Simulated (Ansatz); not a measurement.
In DFT-r²SCAN in the program Ansatz with PAW potentials, Bi in the simple cubic structure (Pm-3m) relaxes to a = 3.250 Å. Bi has 6 nearest neighbours from 3.25 Å (octahedral).

Electronic character: metallic (no gap). Gap from r²SCAN with spin–orbit coupling: none (metallic).

The bulk modulus is 51.0 GPa. The relaxed-ion elastic constants in GPa are C11 = 129, C12 = 12.8, C44 = 8.3. The elastic constants imply a Debye temperature near 146 K.

The start of the workflow was typed in or built on a structure type; neither database checked (COD, Materials Project) lists it. It is not the phase usual at ambient conditions (space group No. 166). The cell was relaxed with r²SCAN under the symmetry of its start; whether a distortion lowers the energy is not shown. As this level gives no gap, shear constants depend on the k-mesh and smearing (Fermi–Dirac, 0.1 eV here). Spin–orbit coupling is left out wherever it is not named.

Potentials: the earlier of the program's two PAW sets.
